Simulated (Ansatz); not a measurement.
Here is an unrelaxed guess for Sn₃PbO₄.

```
Sn Pb O
1.0
     3.90232    0.00000    0.00000
     0.00000    3.90232    0.00000
     0.00000    0.00000    9.94595
Sn Pb O
3 1 4
Direct
  0.50000 0.50000 0.11845
  0.50000 0.50000 0.61845
  0.00000 0.00000 0.88155
  0.00000 0.00000 0.38155
  0.00000 0.50000 0.00000
  0.00000 0.50000 0.50000
  0.50000 0.00000 0.00000
  0.50000 0.00000 0.50000
```

All numbers below come from Ansatz 0.2.0, DFT PBE, scalar-relativistic, plane waves, PAW. Cutoff 420 eV; k points 4×4×2 on the computed 8-atom cell (Γ-centred); Gaussian smearing, width 0.10 eV; no spin polarisation.

Energies over the elements count from the elements' standard structures at the same level (O₂ as a molecule), with no fitted energy shifts. The references include grey tin.

Question: How far from equilibrium is it?

Answer: The pressure is 0.6 GPa (the mean over three directions, positive in compression), the largest force is 1.04 eV/Å, and the energy is −1.20 eV/atom against the elements. The shortest distance is 2.28 Å.

Question: Is it a good guess?

Answer: A good one: relaxing gains under 0.03 eV/atom in 16 ionic steps and ends at −1.218 eV/atom on the finer mesh. The symmetry stays P4mm (No. 99). The volume per atom grows by 4.8 %, from 18.9 to 19.8 Å³. The shortest distance goes from 2.28 Å (Pb–O and Sn–O) to 2.24 Å (Sn–O). Conventional cell: a = 3.907 Å, c = 10.402 Å. Around Sn on its first site lie 4 O at 2.25 Å; Pb is surrounded by 4 O at 2.34 Å; around O on its first site lie 4 Sn at 2.25–2.29 Å and 4 O at 2.76 Å; 3 more sites not described.

The last run used an 8×8×4 mesh (in the run's order of axes) for its 8-atom cell and Gaussian smearing of 0.02 eV. No dispersion correction is applied, so the spacing and binding between layers, chains or molecules are poorly described. Spin–orbit coupling, which can matter for Pb, is left out. The relaxation can't lower the symmetry of the start, and the grade says only how near the guess is to its own end. Symmetry constrained the relaxation, so the result can be a saddle point.
